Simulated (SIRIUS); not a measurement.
A self-consistent single point of a model cell of BeAl3 (P6_3/mmc, 8 atoms in the cell; prototype structure) with SIRIUS.

All values come from this method and carry its errors: PBE, GBRV PBE ultrasoft pseudopotentials (plane waves; SIRIUS 7.12.0).

```
CELL_PARAMETERS angstrom
      5.62723     0.00000     0.00000
     -2.81361     4.87332     0.00000
      0.00000     0.00000     4.51347
ATOMIC_POSITIONS crystal
  Al 0.83920 0.67840 0.25000
  Al 0.16080 0.83920 0.75000
  Al 0.32160 0.16080 0.25000
  Al 0.16080 0.32160 0.75000
  Al 0.83920 0.16080 0.25000
  Al 0.67840 0.83920 0.75000
  Be 0.33333 0.66667 0.25000
  Be 0.66667 0.33333 0.75000
```

Reference input (self-consistent single point, DFT, PBE, plane waves, GBRV PBE ultrasoft pseudopotentials): parameters.ngridk = 7 7 7; parameters.xc_functionals = [XC_GGA_X_PBE, XC_GGA_C_PBE]; parameters.gk_cutoff = 6.325 1/bohr; parameters.pw_cutoff = 14.143 1/bohr; parameters.smearing = fermi_dirac; parameters.smearing_width = 0.00367493 Ha; potentials = GBRV PBE ultrasoft pseudopotentials; parameters.electronic_structure_method = pseudopotential; parameters.num_bands = 17; parameters.num_mag_dims = 0; parameters.num_dft_iter = 100; parameters.energy_tol = 1e-07 Ha. This run's input differs from it in these lines:

```diff
@@ -14,4 +14,4 @@
     "xc_functionals": ["XC_GGA_X_PBE", "XC_GGA_C_PBE"],
-    "gk_cutoff": 6.325,
-    "pw_cutoff": 14.143,
+    "gk_cutoff": 5.657,
+    "pw_cutoff": 12.65,
     "ngridk": [7, 7, 7],
```

Log, with long lists cut:

```
[find] density tolerance         : 1e-06
[find] total energy tolerance    : 1e-07
[find] iter_solver_tol (initial) : 0.01
[find] iter_solver_tol (target)  : 1e-13
[find] num_dft_iter              : 100
Charges and magnetic moments
--------------------------------------------------------------------------------
total charge          : 26.000000
[find] | SCF iteration   0 out of 100|
[diagonalize] iterative solver tolerance (occupied, empty): 0.01 0.01
[diagonalize] average number of iterations: 2
[find] Charges and magnetic moments
[find] total charge          : 26.000000
[find] Energy
[find] smearing (-TS)                 :      -0.00348244
   [... lines left out ...]

[find] Charges and magnetic moments
[find] total charge          : 26.000000
[find] Energy
[find] smearing (-TS)                 :      -0.00359006
[find] Total energy                   :     -48.29263992 (Ha),     -96.58527985 (Ry)
[find] Free energy (E-TS)             :     -48.29622998 (Ha),     -96.59245997 (Ry)
[find] band gap (eV)                  :       0.00000000
[find] Efermi                         :       0.26875566
[find] iteration : 24, RMS (target) : 3.4923e-07 (1.0000e-06) , energy difference (target) : -2.8226e-09 (1.0000e-07)
[find] bands are converged : false
[find] iterative solver converged : false
[find] converged after 25 SCF iterations!
[find] Charges and magnetic moments
[find] total charge          : 26.000000
[find] Energy
[find] smearing (-TS)                 :      -0.00359006
[find] Total energy                   :     -48.29263992 (Ha),     -96.58527985 (Ry)
[find] Free energy (E-TS)             :     -48.29622998 (Ha),     -96.59245997 (Ry)
[find] band gap (eV)                  :       0.00000000
[find] Efermi                         :       0.26875566
[ground_state] === stress tensor components [kbar] ===
[ground_state] === stress_total ===
[ground_state]    45.113346    0.000000   -0.000000
[ground_state]     0.000000   45.113354    0.000000
[ground_state]    -0.000000    0.000000   31.987535
[ground_state] ==== total Forces in Ha/bohr =====
   [... lines left out ...]
[ground_state] atom:    3, force:      -0.0000000      0.0199368      0.0000000
[ground_state] atom:    4, force:      -0.0172658      0.0099684      0.0000000
[ground_state] atom:    5, force:      -0.0172658     -0.0099684     -0.0000000
[ground_state] atom:    6, force:      -0.0000000      0.0000000      0.0000000
[ground_state] atom:    7, force:       0.0000000     -0.0000000     -0.0000000
```

The run converged in 25 iterations. SIRIUS prints the stress tensor with tension positive. Against the reference run the free energy rises by 12.5 meV/atom, the pressure goes from -3.18 to -4.07 GPa and the largest force stays at 1.025 eV/Å.

The starting geometry comes from a prototype or from typed values, not from a relaxation at this level; it need not be a known phase. Forces above 1 eV/Å remain at this geometry. This run is one point of a test of settings, so its values need not be converged; read them against the reference run alone.

Cost on one core: roughly 40 core-seconds.

The gap that the log prints is read on the run's mesh, which can miss the band edges or a crossing.

At a cut-down plane-wave cutoff the stress holds a Pulay term: a spurious tension from the incomplete basis, which lowers the pressure; energies, forces and gaps of such rows are unconverged too.
